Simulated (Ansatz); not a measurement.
Al$_{3}$Ni$_{5}$ (Cmmm), a sublattice moved along a line

Theory: Ansatz 0.2.0, DFT PBEsol, scalar-relativistic, plane waves, PAW. The runs took a 420 eV cutoff, a Γ-centred 8×8×10 mesh and Gaussian smearing (0.15 eV). No spin polarisation. A magnetic state may lie lower. Energies are free energies at this smearing, counted from the undisturbed cell; pressure is positive in compression.

Zero of the scan (relaxed at this level; it needn't be the usual structure):

```yaml
crystal:
  lattice:
    - [3.29333, -3.69194, 0.00000]
    - [3.29333, 3.69194, 0.00000]
    - [0.00000, 0.00000, 3.72035]
  atoms:
    - { symbol: Al, position: [0.50000, 0.50000, 0.00000] }
    - { symbol: Al, position: [0.77969, 0.22031, 0.50000] }
    - { symbol: Al, position: [0.22031, 0.77969, 0.50000] }
    - { symbol: Ni, position: [0.00000, 0.00000, 0.00000] }
    - { symbol: Ni, position: [0.00000, 0.50000, 0.00000] }
    - { symbol: Ni, position: [0.50000, 0.00000, 0.00000] }
    - { symbol: Ni, position: [0.27624, 0.27624, 0.50000] }
    - { symbol: Ni, position: [0.72376, 0.72376, 0.50000] }
```

Every Al atom is moved by x along the Cartesian unit vector (0.000, 0.000, 1.000); the cell and all other atoms stay fixed. The cell is metallic on the mesh throughout.

```csv
x (Å),ΔE (meV/cell)
-0.5000,3552.1
-0.2500,828.1
0.0000,0.0
0.1250,202.9
0.3750,1921.9
```

(1) Predict the force along x on the moved atoms (eV/Å) at each point.

Results:

(1)
| x (Å) | force along x on the moved atoms (eV/Å) |
| --- | --- |
| -0.5000 | 15.39 |
| -0.2500 | 6.80 |
| 0.0000 | 0.00 |
| 0.1250 | -3.27 |
| 0.3750 | -10.80 |

Cost: 5 runs of about 10 core-minutes in all, on Intel Xeon Processor @ 2.50GHz (Skylake/Cascade Lake) (shared hosts).